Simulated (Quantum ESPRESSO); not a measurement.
Kohn-Sham bands of RbAu (CsCl type)

```yaml
crystal:
  lattice:
    - [4.10459, 0.00000, 0.00000]
    - [0.00000, 4.10459, 0.00000]
    - [0.00000, 0.00000, 4.10459]
  atoms:
    - { symbol: Rb, position: [0.50000, 0.50000, 0.50000] }
    - { symbol: Au, position: [0.00000, 0.00000, 0.00000] }
```

Materials Project entry mp-30373; symmetrised, unrelaxed at this level. COD (Crystallography Open Database) has an entry of this formula and space group (matched by these alone). Method: PBEsol plane waves in Quantum ESPRESSO 7.5 (PseudoDojo norm-conserving files, 61 Ry, spinors with spin-orbit coupling), Bloch states on a 6×6×6 mesh through Γ, Wannier90 4.0.1. Density: 10×10×10 mesh, cold smearing 0.01 Ry. The gap is small at this level and was sampled on the meshes and a path alone.

Energies are relative to the valence-band maximum; weights are on the orthonormalised atomic waves of the pseudopotential files, averaged over the group. 28 electrons a cell are treated as valence.

**Question.** Into which isolated groups do the bands fall, where do they lie and what are they made of?

**Answer.** 
```csv
bands,from (eV),to (eV),filling,weight on atomic waves
1–2,-103.97,-103.97,filled,Au 5s 99 %
3–4,-67.67,-67.67,filled,Au 5p 100 %
5–8,-51.08,-51.08,filled,Au 5p 100 %
9–10,-26.88,-26.82,filled,Rb 4s 98 %
11–12,-11.74,-11.48,filled,Rb 4p 98 %
13–16,-10.94,-10.56,filled,Rb 4p 98 %
17–28,-3.95,0.00,filled,"Au 5d 83 %, Au 6s 13 %"
```

The Kohn-Sham gap over both meshes and the path is 0.13 eV.
